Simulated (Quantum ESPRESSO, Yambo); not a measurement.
**Quasiparticle gap of Ba₂MoCdO₆**

```xyz
10
Lattice="0.0000 4.2374 4.2374 4.2374 0.0000 4.2374 4.2374 4.2374 0.0000" Properties=species:S:1:pos:R:3 pbc="T T T"
O      1.9496     4.2374     4.2374
O      6.5252     4.2374     4.2374
O      4.2374     1.9496     4.2374
O      4.2374     6.5252     4.2374
O      4.2374     4.2374     1.9496
O      4.2374     4.2374     6.5252
Mo     0.0000     0.0000     0.0000
Cd     4.2374     4.2374     4.2374
Ba     2.1187     2.1187     2.1187
Ba     6.3561     6.3561     6.3561
```

The geometry is that of Materials Project entry mp-1207118, symmetrised and not relaxed again.

Starting point: norm-conserving LDA (Quantum ESPRESSO, 102 Ry, scalar-relativistic). G0W0 in Yambo: 2×2×2 Γ-centred k mesh, bands 6 to 296 and a 8 Ry block in the screening, 296 bands in G with the Bruneval-Gonze terminator, plasmon pole fitted at 27.2 eV.

```
Item                                                                              Value
------------------------------------------------------------------------------  -------
LDA gap along the band path                                                     2.24 eV
LDA gap between the mesh's edge points (L → X)                                  2.24 eV
G0W0 gap between the same points                                                3.75 eV
LDA smallest direct gap on the mesh (at X)                                      2.32 eV
G0W0 direct gap at that point                                                   3.72 eV
smallest G0W0 gap among all computed states (the edges move to other k points)  3.67 eV
```

```csv
k point,band,E LDA (eV),E QP (eV),shift (eV),Z
Γ,VB,-0.04,-0.39,-0.35,0.76
Γ,CB,2.64,3.69,1.05,0.79
L,VB,0.00,-0.46,-0.46,0.78
L,CB,2.49,3.57,1.08,0.79
X,VB,-0.08,-0.43,-0.35,0.76
X,CB,2.24,3.28,1.04,0.80
```

Energies count from the LDA valence-band maximum.

Nearest settings tried, and what they do to the gap: 194 bands in W, 194 bands in G: +49 meV; 3 Ry block (113 vectors against 411): +75 meV. Not varied: mesh. So the settings aren't converged at that level. The k mesh is coarse.

Spin-orbit splittings are left out.

The structure is a Materials Project entry; no match was found in the copy of COD used, and its stability was not checked.
